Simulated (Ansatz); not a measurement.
GaSb (zinc blende)

Space group F-43m (No. 216); a = b = c = 6.1120 Å, α = β = γ = 90.00°

```csv
atom,site,symmetry,x,y,z
Sb,4c,-43m,0.2500,0.2500,0.2500
Ga,4a,-43m,0.0000,0.0000,0.0000
```
(The calculation used a cell of 2 atoms; values per cell refer to that cell.)

Two coordinates are scanned: the volume, and the ratio of the stretch along z (the conventional c axis) to the stretch across it. Atoms keep their fractional coordinates.

The numbers are results of PBEsol (plane waves to 420 eV, PAW, scalar-relativistic; Ansatz, an electronic-structure program), not measurements. k mesh 13×13×13 (Γ-centred), Fermi-Dirac smearing 0.05 eV. The energy includes the smearing's −TS. With partly filled bands, the response to shear is sensitive to the k mesh, so small differences along c/a are uncertain. At this level the bands of GaSb touch or barely overlap; measurements give the solid a gap. GaSb was relaxed with its symmetry unable to fall. Spin-orbit coupling is left out, though Sb is heavy. The PAW data are Ansatz's earlier set. ΔE is measured from the relaxed starting cell.

Task: Give the computed ΔE (eV/atom) at all points of the grid V/V₀ = 0.920, 0.960, 1.000, 1.040, 1.080 by (c/a)/(c/a)₀ = 0.880, 0.940, 1.000, 1.060, 1.120.

Result: ΔE (eV/atom), with V/V₀ across and (c/a)/(c/a)₀ down:

```csv
(c/a)/(c/a)₀ \ V/V₀,0.920,0.960,1.000,1.040,1.080
0.880,0.066,0.042,0.036,0.044,0.063
0.940,0.043,0.017,0.009,0.016,0.035
1.000,0.034,0.008,0.000,0.007,0.025
1.060,0.043,0.017,0.010,0.017,0.035
1.120,0.071,0.045,0.038,0.045,0.064
```

(Under strain, the slope of the energy per volume gives the stress and its curvature an elastic modulus.)
